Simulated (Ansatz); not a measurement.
InPt$_{3}$C (anti-perovskite), relaxed and computed with several functionals in Ansatz (plane waves, PAW).

```tsv
functional	a (Å)	ΔH_f (eV/atom)	B₀ by P(V) fit (GPa)
r²SCAN	[?]	[?]	[?]
PBE	4.251	0.25	194
PBEsol	4.198	0.23	220
```

**Question.** Fill in the missing entries.

**Answer.** 
- r²SCAN, a (Å): 4.222
- r²SCAN, ΔH_f (eV/atom): 0.22
- r²SCAN, B₀ by P(V) fit (GPa): 210

Typed or built starts, not in the databases checked: InPt3C, anti-perovskite. Unstable at this level: InPt3C, anti-perovskite with r²SCAN; InPt3C, anti-perovskite with PBEsol. All cells were relaxed under the symmetry of their starts (and spin orders); stability against distortions was not tested throughout. Rows with no word on spin ran without spin polarisation. Spin–orbit coupling is left out wherever it is not named.

Potentials: the later of the program's two PAW sets.

Ansatz (an electronic-structure program) is a plane-wave DFT program.

Formation energies count from the lowest solids of the elements computed at the same level, not from gases.
